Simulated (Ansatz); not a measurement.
AuCu3-type HfSi3

Computed with Ansatz (plane waves, PAW, 420 eV cutoff): PBEsol, scalar-relativistic, no spin polarisation, 8×8×8 k-mesh, Gaussian smearing of 0.05 eV. The datasets are Ansatz's generated set soft_2.

```
Hf Si
1.0
     3.93001    0.00000    0.00000
     0.00000    3.93001    0.00000
     0.00000    0.00000    3.93001
Hf Si
1 3
Direct
  0.00000 0.00000 0.00000
  0.00000 0.50000 0.50000
  0.50000 0.50000 0.00000
  0.50000 0.00000 0.50000
```

The structure was built from a prototype; whether the compound forms in it isn't claimed.

The cell above was scaled in volume, its shape and atoms being fixed by the lattice's symmetry. Energies are counted from the cell above.

Cell and atoms are those of this level's equilibrium.

| V (Å³/atom) | ΔE (meV/atom) | P from the stress (GPa) |
| --- | --- | --- |
| 14.568 | 10.63 | 5.72 |
| 14.871 | 2.63 | 2.76 |
| 15.175 | 0.00 | 0.09 |
| 15.478 | 2.22 | -2.28 |
| 15.782 | 8.65 | -4.35 |

Problem. Do the energies and the pressures agree? Compare −ΔE/ΔV between neighbouring points (1 meV/Å³ = 0.1602 GPa) with the mean of their pressures.

Solution. 
```json
{"interval (Å³/atom)": "14.57 to 14.87", "−ΔE/ΔV (GPa)": "4.2", "mean P (GPa)": "4.2"}
{"interval (Å³/atom)": "14.87 to 15.17", "−ΔE/ΔV (GPa)": "1.4", "mean P (GPa)": "1.4"}
{"interval (Å³/atom)": "15.17 to 15.48", "−ΔE/ΔV (GPa)": "-1.2", "mean P (GPa)": "-1.1"}
{"interval (Å³/atom)": "15.48 to 15.78", "−ΔE/ΔV (GPa)": "-3.4", "mean P (GPa)": "-3.3"}
```
They differ by 0.08 GPa at most.

Problem. What do the two routes give for V0, B0 and B0′?

Solution. A third-order Birch–Murnaghan fit of the energies: V0 = 15.18 Å³/atom, B0 = 126 GPa, B0′ = 5.0. A polynomial of P in ln V, with B = −dP/d ln V at P = 0: V0 = 15.19 Å³/atom, B0 = 126 GPa, B0′ = 5.0.

B0·V0 = 126.1 GPa × 15.18 Å³ = 11.95 eV/atom sets the scale: near the minimum ΔE ≈ ½ B0 V0 x², with x = V/V0 − 1, and a pressure of 1.3 GPa squeezes the volume by about 1 %. At the ends of the curve: x = −4.0 % predicts 9.8 meV/atom and the run gives 10.6; x = +4.0 % predicts 9.3 meV/atom and the run gives 8.6. Compression costs more and expansion less than the parabola says, since the crystal stiffens as it shrinks; B0′ measures that.

Spin–orbit coupling, which matters for such heavy elements, is left out. The run is a metal.
